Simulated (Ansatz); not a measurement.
Ag, flat triangular-type layer, relaxed and computed with two functionals in Ansatz (plane waves, PAW).

| functional | a (Å) |
|---|---|
| PBE | 2.789 |
| r²SCAN+D4 | (withheld) |

Task: What belongs in the gaps?

Result: 
- r²SCAN+D4, a (Å): 2.747

All cells were relaxed under the symmetry of their starts (and spin orders); stability against distortions was not tested throughout. Rows with no word on spin ran without spin polarisation. Scalar-relativistic: spin–orbit coupling is off unless named, which matters more the heavier the elements. Constructed layers (a layer type filled with these elements): Ag, flat triangular-type layer; Ag, flat triangular-type layer.

Potentials: the later of the program's two PAW sets.

Ansatz (a quantum-chemistry and plane-wave program) is a plane-wave DFT program.
